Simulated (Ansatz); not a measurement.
InSb:
Space group P6₃/mmc (No. 194); a = 4.2337 Å, b = 4.2337 Å, c = 7.3449 Å, α = 90.00°, β = 90.00°, γ = 120.00°

| atom | site | symmetry | x | y | z |
|---|---|---|---|---|---|
| In | 2a | -3m. | 0.0000 | 0.0000 | 0.0000 |
| Sb | 2c | -6m2 | 0.3333 | 0.6667 | 0.2500 |

Relaxed at zero pressure with r²SCAN (plane waves, PAW; program Ansatz).

Question: The volume is raised by 3 % and shape and atoms relax at that volume. What pressure results, and how do the axes share the change?

Answer: -1.5 GPa; a 1.1 %, b 1.1 %, c 0.7 %; the energy rises by 4 meV/atom.

Question: Give the new structure.

Answer: 
Space group P6₃/mmc (No. 194); a = 4.2815 Å, b = 4.2815 Å, c = 7.3971 Å, α = 90.00°, β = 90.00°, γ = 120.00°

| atom | site | symmetry | x | y | z |
|---|---|---|---|---|---|
| In | 2a | -3m. | 0.0000 | 0.0000 | 0.0000 |
| Sb | 2c | -6m2 | 0.3333 | 0.6667 | 0.2500 |

The phase is kept; no other phase was compared at this pressure.

Space group P6_3/mmc (NiAs type). The start of the workflow was typed in or built on a structure type; neither database checked (COD, Materials Project) lists it. It is not the phase usual at ambient conditions (space group No. 216). The cell was relaxed with r²SCAN under the symmetry of its start; whether a distortion lowers the energy is not shown. Spin–orbit coupling is left out wherever it is not named.

Potentials: the later of the program's two PAW sets.
